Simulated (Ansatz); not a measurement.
This run works on a generated trial structure, not on a known crystal.

Input and command of a plane-wave DFT calculation in Ansatz:

```yaml
crystal:
  lattice:
    - [3.92355266, 0.0, 0.0]
    - [0.0, 3.92355266, 0.0]
    - [0.0, 0.0, 3.92355266]
  atoms:
    - { symbol: Hf, position: [0.0, 0.0, 0.0] }
    - { symbol: Si, position: [0.0, 0.5, 0.5] }
    - { symbol: Si, position: [0.5, 0.0, 0.5] }
    - { symbol: Si, position: [0.5, 0.5, 0.0] }
basis:
  ecutwfc: 420
kpoints:
  mp_grid: { grid: [12, 12, 12] }
hamiltonian:
  xc: pbe
scf:
  occupations: { method: gaussian, width: 0.1 }
output:
  forces: true
  stress: true
  eigenvalues: true
relax:
  adjacent_minimum: "off"
  f_tol: 0.01
  max_steps: 80
  cell: { stress_tol: 0.05 }
```

```bash
ansatz run input.yaml --threads 1 --pin off --max-ram 2560MiB --backend cpu --events-out ev --progress --plain --runs-dir out
```

Processor: Intel(R) Xeon(R) Processor @ 2.50GHz (Skylake/Cascade Lake), 1 thread, on a host shared with other jobs.

Problem. How long does it run, and how much memory does it take?

Solution. About 80 s, peak memory 0.43 GiB. It solves 23 bands at 84 k points (after reduction by symmetry) with about 1237 plane waves (on the last cell), in 28 SCF iterations over 5 ionic steps.
